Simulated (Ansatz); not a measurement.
# Trigonal deformation path in Rb₃ClO

Theory: DFT LDA, scalar-relativistic, plane waves, PAW (Ansatz 0.2.0). Settings: plane waves to 420 eV, k-mesh 8×8×8 (Γ-centred), Gaussian smearing 0.03 eV. No spin polarisation. Energies are free energies at this smearing, counted from the undisturbed cell; pressure is positive in compression.

Reference structure (as given, not relaxed at this level; it stands at -2.4 GPa, and it needn't be the usual structure):

```xyz
5
Lattice="5.5337 0.0000 0.0000 0.0000 5.5337 0.0000 0.0000 0.0000 5.5337" Properties=species:S:1:pos:R:3 pbc="T T T"
Rb    0.0000    0.0000    2.7668
Rb    0.0000    2.7668    0.0000
Rb    2.7668    0.0000    0.0000
Cl    2.7668    2.7668    2.7668
O     0.0000    0.0000    0.0000
```

At fixed volume and fractional coordinates, lengths along (0.577, 0.577, 0.577) are scaled against those across it; ρ is that ratio over its starting value.

```
    ρ  ΔE (meV/atom) pressure (GPa) gap on the mesh (eV)
0.500          527.3            -2.4                  0.00
0.600          291.9            -2.7                  0.06
0.710          126.2            -2.7                  0.00
0.850           26.7            -2.5                  0.23
1.000            0.0            -2.4                  0.29
1.410          110.8            -2.5                  0.18
2.000          550.7            -0.5                  0.14
```